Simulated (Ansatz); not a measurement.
# Exchange couplings of Eu (Fm-3m)

Geometry: a structure from the Materials Project, repeated to hold the magnetic orders; nothing is relaxed.

Functional, mesh and filling: LDA, 5×5×5 k mesh, Fermi–Dirac smearing of 0.1 eV. PAW means Ansatz 0.2.0 on its default frozen-core files. Site moments are integrated in spheres about the atoms.

The input and its command:

```yaml
crystal:
  lattice:
    - [5.5786053828, 0.0, 0.0]
    - [0.0, 5.5786053828, 0.0]
    - [0.0, 0.0, 5.5786053828]
  atoms:
    - { symbol: Eu, position: [0.0, 0.0, 0.0], spin: 6.9 }
    - { symbol: Eu, position: [0.5, 0.5, 0.0], spin: 6.9 }
    - { symbol: Eu, position: [0.5, 0.0, 0.5], spin: -6.9 }
    - { symbol: Eu, position: [0.0, 0.5, 0.5], spin: -6.9 }
magnetization:
  spin_polarized: true
kpoints:
  mp_grid: { grid: [5, 5, 5] }
scf:
  occupations: { method: fermi_dirac, width: 0.1 }
  lower_state_search: "off"
hamiltonian:
  xc: lda
  pseudopotentials: { kind: paw }
output:
  eigenvalues: false
  eigenstates:
    nscf_kmesh: { grid: [5, 5, 5] }
    top_band: c100
    exchange_couplings: { magnetic: [{ species: Eu }] }
  write_density: true
  write_potential: true
  elf: true
  volumetric_format: npy
```

Command: `ansatz run input.yaml --threads 2 --pin off --max-ram 6144MiB --backend cpu --events-out ev --progress --plain --runs-dir out`

Site moments (μB): Eu1 6.91, Eu2 6.91, Eu3 -6.91, Eu4 -6.91. Cell moment 0.00 μB.

Couplings come from the force theorem (directions of the magnetic atoms constrained, all else relaxed) on a 5×5×5 mesh, with E = −Σ J e_i·e_j over ordered pairs of unit vectors, so positive J favours parallel moments.

```csv
pair,count,J PAW (meV)
"Eu1–Eu at 3.94 Å, set 1",4,+5.15
"Eu1–Eu at 3.94 Å, set 2",8,+5.02
"Eu1–Eu at 5.58 Å, set 1",4,+0.30
"Eu1–Eu at 5.58 Å, set 2",2,+0.15
"Eu1–Eu at 6.83 Å, set 1",8,-0.25
"Eu1–Eu at 6.83 Å, set 2",16,-0.21
"Eu1–Eu at 7.89 Å, set 1",4,-0.47
"Eu1–Eu at 7.89 Å, set 2",8,-0.48
"Eu1–Eu at 8.82 Å, set 1",8,+0.02
"Eu1–Eu at 8.82 Å, set 2",8,+0.03
"Eu1–Eu at 8.82 Å, set 3",8,-0.01
Eu1–Eu at 9.66 Å,8,-0.17
"Eu1–Eu at 10.44 Å, set 1",32,-0.11
"Eu1–Eu at 10.44 Å, set 2",16,-0.13
"Eu1–Eu at 11.16 Å, set 1",4,+0.06
"Eu1–Eu at 11.16 Å, set 2",2,+0.05
```

Pairs at one distance with different couplings are listed as sets.

The program reports that this state isn't the lowest of its own couplings. The gain of the softest rotation is smaller than what its band sum leaves out of a whole turn, though, so more bands could change its sign.

The couplings come from one mesh, and their convergence in k wasn't tested.

The PAW files were made with PBE; the program remakes their cores once for the run's functional and then keeps them frozen. Without U a semilocal functional puts the f levels too near the Fermi level, which can change moments and the order of magnetic states; site and cell moments are spin moments. The Ansatz runs typed with the search for lower states off end where their start leads. Spin–orbit coupling is left out although heavy atoms are present. With open f shells a run can end in a state that isn't the lowest. None of this fixes the real material's magnetic order: only patterns that fit the cell were computed, at zero temperature, with a functional that can overstate moments.
